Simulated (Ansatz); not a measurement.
The relaxed structure here is a generated cell of BP: the first start was made by placing the elements on the sites of a structure type, and the end was not matched to a known phase here, so it may be hypothetical. Known forms of BP include space group No. 216.

One stationary structure of BP. These are PBEsol (plane waves to 420 eV, PAW, scalar-relativistic; Ansatz, an electronic-structure program) values and carry that method's errors.

```cif
data_B3P3
_chemical_formula_sum 'B3 P3'
_space_group_name_H-M_alt 'P 1'
_space_group_IT_number 1
_cell_length_a 5.22153
_cell_length_b 5.22153
_cell_length_c 5.22153
_cell_angle_alpha 116.119
_cell_angle_beta 116.119
_cell_angle_gamma 116.119
loop_
_space_group_symop_operation_xyz
  'x, y, z'
loop_
_atom_site_label
_atom_site_type_symbol
_atom_site_fract_x
_atom_site_fract_y
_atom_site_fract_z
_atom_site_occupancy
B1 B 0.04707 0.66737 0.66737 1
B2 B 0.66737 0.04707 0.66737 1
B3 B 0.66737 0.66737 0.04707 1
P1 P 0.65970 0.03585 0.03585 1
P2 P 0.03585 0.65970 0.03585 1
P3 P 0.03585 0.03585 0.65970 1
```

**Question.** Determine the symmetry and give the standard cell with its independent sites.

**Answer.** Space group R3m, hexagonal axes (No. 160); a = b = 8.8619 Å, c = 3.1269 Å, α = β = 90.00°, γ = 120.00°

| atom | site | symmetry | x | y | z |
|---|---|---|---|---|---|
| B | 9b | .m | 0.5401 | 0.0802 | 0.1273 |
| P | 9b | .m | 0.4159 | 0.2079 | 0.2438 |

**Question.** Give the shortest distances between elements (the closest pairs, up to four, under 3.6 Å).

**Answer.** B–P 1.88 Å; B–B 2.96 Å; P–P 2.97 Å.

```json
{
 "volume_per_atom": "11.81 Å³",
 "band_gap": "zero (metallic)"
}
```

No spin polarisation in the result.

The run could not lose the symmetry of its start: the end is stationary, and may be a saddle point rather than a minimum.
